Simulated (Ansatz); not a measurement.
KEu3: energy against volume and a worked fit

Symmetry: Pm-3m, No. 221, cubic system. Conventional cell: a = 5.885 Å, b = 5.885 Å, c = 5.885 Å, α = 90.00°, β = 90.00°, γ = 90.00°. Eu (site symmetry 4/mmm) is surrounded by 8 Eu at 4.16 Å and 4 K at 4.16 Å. K (site symmetry m-3m) has 12 Eu at 4.16 Å as nearest neighbours.

The cell comes from a database or a generator and needn't be the stable form of this composition.

The cell was scaled at fixed shape and fractions and run with Ansatz, Ansatz PAW, cutoff 420 eV; PBE, k mesh 5 × 5 × 5 on the cell of 4 atoms, fermi-dirac occupations of 0.05 eV, collinear spin, ferromagnetic start, no spin-orbit coupling. Energies are those that the program minimises, any entropy of the smearing included. For a metal such a mesh isn't converged to the digits shown. The magnetic state is the one that the start led to, which needn't be the lowest. Plain semilocal runs treat an open f shell poorly.

| V (Å³/atom) | energy over the lowest row (meV/atom) |
| --- | --- |
| 47.8979 | 1.159 |
| 48.9170 | 0.000 |
| 49.9361 | 0.057 |
| 50.9552 | 1.215 |
| 51.9743 | 3.391 |
| 52.9934 | ? |
| 54.0125 | 10.436 |

Q: Fit the third-order Birch-Murnaghan form, give V0, B0 and B′, and predict the energy left open.

A: With y = (V0/V)^(2/3), E = E0 + (9 V0 B0/16) [(y - 1)³ B′ + (y - 1)² (6 - 4y)]. Least squares through the rows shown give V0 = 49.3753 Å³/atom, E0 = -0.118 meV, B0 = 8.857 GPa (1 eV/Å³ = 160.218 GPa) and B′ = 3.36, with a largest miss of 0.002 meV. At V = 52.9934 the form with these constants gives 6.490 meV; the run gave 6.477 meV an atom.
